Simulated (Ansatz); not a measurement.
Given:

CsHgCl3:
```
CELL_PARAMETERS angstrom
      5.32488     0.00000     0.00000
      0.00000     5.32488     0.00000
      0.00000     0.00000     5.32488
ATOMIC_POSITIONS crystal
  Cs 0.00000 0.00000 0.00000
  Hg 0.50000 0.50000 0.50000
  Cl 0.00000 0.50000 0.50000
  Cl 0.50000 0.00000 0.50000
  Cl 0.50000 0.50000 0.00000
```

This is the r²SCAN-relaxed structure.

Problem. All from r²SCAN (plane waves, PAW; program Ansatz), unless another level is named. Give the electronic character.

Solution. no gap, with almost no states at the Fermi level (zero-gap or semimetallic).

Problem. And the formation energy from the elements (no fitted shifts)?

Solution. -1.36 eV/atom.

Problem. And the HSE06 gap on the r²SCAN cell?

Solution. 0.51 eV (a hybrid on a coarse mesh can open a false gap in a semimetal).

Problem. Predict the gap with spin–orbit coupling.

Solution. none (metallic).

Space group Pm-3m (cubic perovskite). The workflow started from an entry of the Crystallography Open Database (COD), which files this formula under 2 space groups. Its standing as an ambient phase is unchecked. The cell was relaxed with r²SCAN under the symmetry of its start; its stability against distortions is not shown here. The references are the lowest solids computed at this level, not always the standard phases (solids in place of the gases). Spin–orbit coupling is left out wherever it is not named.

Potentials: the later of the program's two PAW sets.
